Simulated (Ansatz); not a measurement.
In the program Ansatz at the r²SCAN level (PAW), WC in the zinc blende structure (F-43m) relaxes to a = 4.678 Å. W has 4 nearest neighbours from 2.03 Å (tetrahedral); C has 4 nearest neighbours from 2.03 Å (tetrahedral). Its formation energy from the elements is 0.51 eV/atom, with no fitted shifts.

Electronic character: metallic (no gap). Gap from r²SCAN with spin–orbit coupling: none (metallic).

An equation-of-state fit gives a bulk modulus of 277 GPa. The relaxed-ion elastic constants in GPa are C11 = 347, C12 = 242, C44 = 25.0. The elastic constants imply a Debye temperature near 236 K. Bader charges are W +1.60, C -1.60 e.

The start of the workflow was typed in or built on a structure type; neither database checked (COD, Materials Project) lists it. It is not the phase usual at ambient conditions (space group No. 187). The cell was relaxed with r²SCAN under the symmetry of its start; whether a distortion lowers the energy is not shown. No spin polarisation was allowed. Its formation energy is positive at this level, so the cell may be metastable or incomplete. As this level gives no gap, shear constants depend on the k-mesh and smearing (Fermi–Dirac, 0.1 eV here). The references are the lowest solids computed at this level, not always the standard phases. Spin–orbit coupling is left out wherever it is not named.

Potentials: the later of the program's two PAW sets.
